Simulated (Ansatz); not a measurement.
KI (rock salt)

```cif
data_IK
_chemical_formula_sum 'I1 K1'
_space_group_name_H-M_alt 'P 1'
_space_group_IT_number 1
_cell_length_a 5.01447
_cell_length_b 5.01447
_cell_length_c 5.01447
_cell_angle_alpha 60.000
_cell_angle_beta 60.000
_cell_angle_gamma 60.000
loop_
_space_group_symop_operation_xyz
  'x, y, z'
loop_
_atom_site_label
_atom_site_type_symbol
_atom_site_fract_x
_atom_site_fract_y
_atom_site_fract_z
_atom_site_occupancy
I1 I 0.00000 0.00000 0.00000 1
K1 K 0.50000 0.50000 0.50000 1
```

E(V) scan at fixed shape, V₀ the volume above. Symmetry pins the atoms to their sites.

Computed with r2SCAN (plane waves to 500 eV, PAW, scalar-relativistic; Ansatz, an electronic-structure program). k mesh 8×8×8 (Γ-centred), Fermi-Dirac smearing 0.05 eV. Energies are smeared free energies. Stress and pressure are positive under compression. KI was relaxed with its symmetry unable to fall. Spin-orbit coupling is left out, though I is heavy. The zero of ΔE is the relaxed starting cell.

What ΔE (meV/atom) and P (GPa) does the calculation give at V/V₀ = 0.940, 0.952, 0.976, 1.012, 1.024, 1.048?


```csv
V/V₀,ΔE (meV/atom),P (GPa)
0.940,7.1,0.90
0.952,4.5,0.69
0.976,1.1,0.33
1.012,0.2,-0.14
1.024,0.9,-0.27
1.048,3.6,-0.51
```

(Under strain, the slope of the energy per volume gives the stress and its curvature an elastic modulus.)
